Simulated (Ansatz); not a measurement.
The calculation used DFT PBE, scalar-relativistic, plane waves, PAW (Ansatz 0.2.0). All cells share a 420 eV cutoff and Γ-centred k meshes spaced at most about 0.3 Å⁻¹ (about 0.25 or finer for metals, 2π included). No spin polarisation in the final relaxations.

Temperature and zero-point effects are left out.

Two relaxed structures of AlIn₂:

A.

```
Al In
1.0
     0.00000    3.40245    3.40245
     3.40245    0.00000    3.40245
     3.40245    3.40245    0.00000
Al In
1 2
Direct
  0.00000 0.00000 0.00000
  0.25000 0.25000 0.25000
  0.75000 0.75000 0.75000
```

B.

```
Al In
1.0
    -3.63409    3.63409    2.76147
     3.63409   -3.63409    2.76147
     3.63409    3.63409   -2.76147
Al In
2 4
Direct
  0.75000 0.75000 0.00000
  0.25000 0.25000 0.00000
  0.65490 0.15490 0.80980
  0.15490 0.34510 0.50000
  0.84510 0.65490 0.50000
  0.34510 0.84510 0.19020
```

Task: Which would you expect to be lower, and how large is the difference?

Result: B is lower, by 29 meV/atom. A has the fluorite type, space group Fm-3m (No. 225), 26.3 Å³/atom and no gap on its mesh; B has space group I4/mcm (No. 140), 24.3 Å³/atom and no gap. Counting all near atoms (those within 1.25 times the shortest distance at each site; a plus sign parts nearer from farther groups), A has Al 8, In 4+6 and B has Al 2+8, In 11. The denser one is the lower, and pressure would at first widen the difference. Even the lower one lies +0.08 eV/atom against the reference forms of the elements (uncorrected), so neither is stable at this level. In A, around Al lie 8 In at 2.95 Å; In is surrounded by 4 Al at 2.95 Å and 6 In at 3.40 Å. In B, Al has 2 Al at 2.76 Å and 8 In at 3.08 Å; In is surrounded by 4 Al at 3.08 Å, 1 In at 3.18 Å, 6 In at 3.38–3.56 Å and 4 In at 3.89 Å. Both come from invented guesses.

Cells relaxed within their symmetry can be saddle points.
